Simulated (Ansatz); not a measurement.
Method: PBE+U (U_eff = 6 eV on X's open shell), scalar-relativistic; collinear spin; PAW, 420 eV, 8×8×8 k-mesh, Gaussian smearing of 0.05 eV; code Ansatz; PAW files: Ansatz's generated set soft_2.

A compound XMn3 has these computed properties.

```
Space group                                  : Pm-3m (No. 221)
Conventional cell                            : a = 4.131 Å, b = 4.131 Å, c = 4.131 Å, α = 90.00°, β = 90.00°, γ = 90.00°
Volume                                       : 17.62 Å³/atom
Band gap                                     : zero (metallic)
Density of states at the Fermi level         : 0.62 states/(eV·atom)
Magnetic state                               : ferrimagnetic
Site spin moments                            : X 7.23; Mn -3.38 μB
Spin moment of the cell                      : -2.77 μB
Bader charges                                : X 0.84; Mn -0.28 e
f electrons (orthogonalised atomic orbitals) : X 7.03
Bulk modulus (Birch–Murnaghan)               : 78 GPa
```

Sites: X on 1a, Mn on 3c.

**Question.** Which element is X?
A. Dy
B. Tb
C. Gd
D. Sm

**Answer.** C. X is Gd, so the compound is GdMn3.

This is a trial structure made by placing the elements on a prototype's sites, so it needn't be the stable form.

Open d and f shells can converge to several self-consistent states; this is the one that the run reached. Scalar-relativistic only: spin–orbit splittings of the heavy atoms' levels are missing. Site moments are of spin, integrated over atomic spheres. A U of this size is made for insulators; in a metal, as here, it tends to take f weight out of the bonding and to swell the cell.
